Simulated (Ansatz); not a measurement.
SiNi:
```cif
data_Ni4Si4
_chemical_formula_sum 'Si4 Ni4'
_space_group_name_H-M_alt 'Pnma'
_space_group_IT_number 62
_space_group_name_Hall '-P 2ac 2n'
_cell_length_a 5.13912
_cell_length_b 3.39681
_cell_length_c 5.59762
_cell_angle_alpha 90.000
_cell_angle_beta 90.000
_cell_angle_gamma 90.000
loop_
_atom_site_label
_atom_site_type_symbol
_atom_site_symmetry_multiplicity
_atom_site_Wyckoff_symbol
_atom_site_fract_x
_atom_site_fract_y
_atom_site_fract_z
_atom_site_occupancy
Si1 Si 4 c 0.17909 0.25000 0.41417 1
Ni1 Ni 4 c 0.00844 0.25000 0.81145 1
```

Relaxed at zero pressure with DFT-PBE in the program Ansatz with PAW potentials.

Problem. The volume is raised by 6 % and shape and atoms relax at that volume. What pressure results, and how do the axes share the change?

Solution. -8.4 GPa; a 1.9 %, b 1.1 %, c 2.8 %; the energy rises by 20 meV/atom.

Problem. Give the new structure.

Solution. 
Space group Pnma (No. 62); a = 5.239 Å, b = 3.436 Å, c = 5.754 Å, α = β = γ = 90.00°

| atom | site | symmetry | x | y | z |
|---|---|---|---|---|---|
| Si | 4c | .m. | 0.1821 | 0.2500 | 0.4172 |
| Ni | 4c | .m. | 0.0057 | 0.2500 | 0.8080 |

The phase is kept; no other phase was compared at this pressure.

The cell keeps a stress of up to 0.3 GPa. Symmetry was held in the PBE relaxation. The run is not spin-polarised.

Potentials: the earlier of the program's two PAW sets.
